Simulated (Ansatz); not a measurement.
# Relaxing a structure of Te₂Mo

The start is a generated trial cell of Te2Mo in the AFLOW prototype A2B_oF24_70_e_a (C54, as in TiSi2). The cell and all atomic positions are relaxed at zero pressure with PBEsol (plane waves to 420 eV, PAW, scalar-relativistic; Ansatz, an electronic-structure program). The first steps use a coarse 5×5×5 k-mesh.

The start:
```
CELL_PARAMETERS angstrom
      0.00000     5.40797     5.59336
      3.13995     0.00000     5.59336
      3.13995     5.40797     0.00000
ATOMIC_POSITIONS crystal
  Te 0.66350 0.33650 0.66350
  Te 0.33650 0.66350 0.33650
  Te 0.58650 0.91350 0.58650
  Te 0.91350 0.58650 0.91350
  Mo 0.00000 0.00000 0.00000
  Mo 0.25000 0.25000 0.25000
```

Q: What pressure does the first self-consistent step give?

A: -16 GPa (negative: the cell is under tension).

Q: Which atoms feel the largest initial force, and how large is it?

A: About 0.5 eV/Å, on Te1, Te2, Te3, Te4 (atoms numbered as listed).

Q: How much energy is released per atom?

A: 1.37 eV/atom.

Q: How does the volume change?

A: -29.5 %, from 31.66 to 22.31 Å³/atom.

Q: How do the shortest distances between atoms change?

A: The closest pairs of elements (up to four, under 3.6 Å), start → end: Mo–Te 3.34 → 2.71 Å; Te–Te 3.31 → 3.04 Å; Mo–Mo 4.19 → 3.54 Å.

Q: Write out the relaxed structure.

A: 
Space group I4₁/amd, origin choice 1 (No. 141); a = b = 5.442 Å, c = 9.040 Å, α = β = γ = 90.00°

| atom | site | symmetry | x | y | z |
|---|---|---|---|---|---|
| Te | 8e | 2mm. | 0.0000 | 0.0000 | 0.2997 |
| Mo | 4a | -4m2 | 0.0000 | 0.0000 | 0.0000 |
(The calculation used a cell of 6 atoms; values per cell refer to that cell.)

Final values are on a 12×12×12 k-mesh of the relaxed cell. No spin polarisation in the result. A magnetic state may lie lower.

The run could not lose the symmetry of its start, so the end can be a saddle point.

The relaxed structure here is a generated cell of Te2Mo: the first start was made by placing the elements on the sites of a structure type, and the end was not matched to a known phase here, so it may be hypothetical. Known forms of Te2Mo include space group No. 194.
